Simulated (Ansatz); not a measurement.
Diamond C, relaxed with r2SCAN, was run in the plane-wave code Ansatz under altered settings. All numbers are computed, without spin polarisation but where a row says otherwise.

```
CELL_PARAMETERS angstrom
0.00000 1.78012 1.78012
1.78012 0.00000 1.78012
1.78012 1.78012 0.00000
ATOMIC_POSITIONS crystal
C 0.00000 0.00000 0.00000
C 0.25000 0.25000 0.25000
```

The base run's other keys:
```yaml
kpoints:
  mp_grid: { grid: [6, 6, 6] }
hamiltonian:
  xc: hse06
scf:
  occupations: { method: fixed }
  n_extra_bands: 4
```

It takes 10 iterations with 229 plane waves at 420 eV and 16 k points, and leaves a mean stress of -5.73 GPa. The gap over this mesh is 5.341 eV. It ran on 4 threads of Arm Neoverse V1, on a shared host.

Outcomes, with energy and stress as changes against the base:
```csv
setting,outcome,ΔF (meV/atom),Δ mean stress (GPa),gap on the mesh (eV),iterations,wall time
scf.exx.max_outer_iter: 1,refused,–,–,–,–,0.27 s
scf.exx.singularity: none,converged,-0.1,0.0,5.342,10,1.5 s
"PBE hybrid, exx coeff 0.2, omega 0.5 1/Å",converged,–,+3.4,4.643,8,1.6 s
scf.exx.singularity: regularized,converged,-0.1,0.0,5.342,10,1.5 s
scf.occupations: fermi_dirac 0.05,converged,0.0,0.0,5.341,10,1.6 s
scf.max_iter: 1,not converged,–,–,–,1,0.47 s
```
A dash marks a value that wasn't obtained or can't be compared. Stress is positive in compression. The base took 1.6 s.

- scf.exx.max_outer_iter: 1. The input is refused before any iteration. Error: invalid value for `scf.exx.max_outer_iter`: an exchange loop that starts behind the semilocal warm-up accepts no state before cycle 2, and this deck runs one: type 2 or more, or drop the key
- PBE hybrid, exx coeff 0.2, omega 0.5 1/Å. That is 20 % exact exchange, screened with ω = 0.5 1/Å, against HSE06's 25 % screened at 0.208 1/Å. The mean stress moves by +3.4 GPa and the gap on the mesh by -0.698 eV (to 4.643). Totals of different functionals aren't comparable.
- scf.max_iter: 1. The run did not converge. It stopped after 1 iteration; the base needs 10. Nothing that it printed is a property of the solid. Error: did not converge after 1 iteration: dr2 = 9.44e-5 (threshold 1.00e-7), under the density mixer `msr1`, which `scf.mixing.algorithm: auto` chose by the deck's other keys (type `scf.mixing.algorithm: msr1` to keep it); this SCF is the semilocal warm-up of a hybrid solve, ahead of its exchange loop […]

Within 1 meV an atom, 0.1 GPa and 0.005 eV of the base stay: scf.exx.singularity: none; scf.exx.singularity: regularized; scf.occupations: fermi_dirac 0.05.

The stress of a hybrid is loosely converged in these runs.

The meshes of the hybrids are coarse, so their gaps aren't converged to the digits shown.
